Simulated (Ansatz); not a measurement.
## Random displacements in ZnInGaO4

Method: DFT PBEsol, scalar-relativistic, plane waves, PAW in Ansatz 0.2.0. The runs took a 420 eV cutoff, a Γ-centred 12×12×12 mesh and Gaussian smearing (0.05 eV). No spin polarisation. Energies are free energies at this smearing, counted from the undisturbed cell; pressure is positive in compression.

The undisturbed cell (as given, not relaxed at this level, and it needn't be the usual structure):

```
Zn In Ga O
1.0
     1.68033    0.97014    8.71341
    -1.68033    0.97014    8.71341
     0.00000   -1.94027    8.71341
Zn In Ga O
1 1 1 4
Cartesian
  0.0000 0.0000 5.7086
  0.0000 0.0000 0.0724
  0.0000 0.0000 20.5732
  0.0000 0.0000 7.7151
  0.0000 0.0000 18.5951
  0.0000 0.0000 3.1817
  0.0000 0.0000 22.5747
```

The atoms are displaced (Å, in the unstrained cell):

| atom | ux | uy | uz |
| --- | --- | --- | --- |
| Zn1 | -0.045 | -0.012 | -0.022 |
| In2 | 0.005 | 0.020 | 0.060 |
| Ga3 | 0.018 | 0.031 | -0.021 |
| O4 | -0.006 | -0.023 | -0.001 |
| O5 | 0.049 | 0.037 | -0.022 |
| O6 | 0.016 | -0.033 | 0.033 |
| O7 | -0.038 | -0.019 | -0.026 |

Strain (Voigt, engineering shear): (-0.0092, 0.0256, 0.0192, -0.0040, 0.0862, 0.0059).

Question: What are the energy change, the stress and the forces?

Answer: ΔE = 58.1 meV/atom; stress (xx, yy, zz, yz, xz, xy; compression positive) (-7.17, -11.27, -11.58, 0.17, -5.95, 0.15) GPa; gap on the mesh 0.65 eV.
| atom | Fx (eV/Å) | Fy | Fz |
| --- | --- | --- | --- |
| Zn1 | -0.16 | -0.15 | 0.31 |
| In2 | 0.44 | -0.23 | -1.23 |
| Ga3 | 0.01 | -0.51 | 0.44 |
| O4 | 0.23 | 0.16 | 0.24 |
| O5 | -0.56 | 0.04 | 0.89 |
| O6 | 0.04 | 0.36 | -0.50 |
| O7 | 0.01 | 0.33 | -0.14 |

Cost: 1 run of about 4.9 core-minutes, on Intel Xeon Platinum 8175M (Skylake/Cascade Lake) (shared hosts).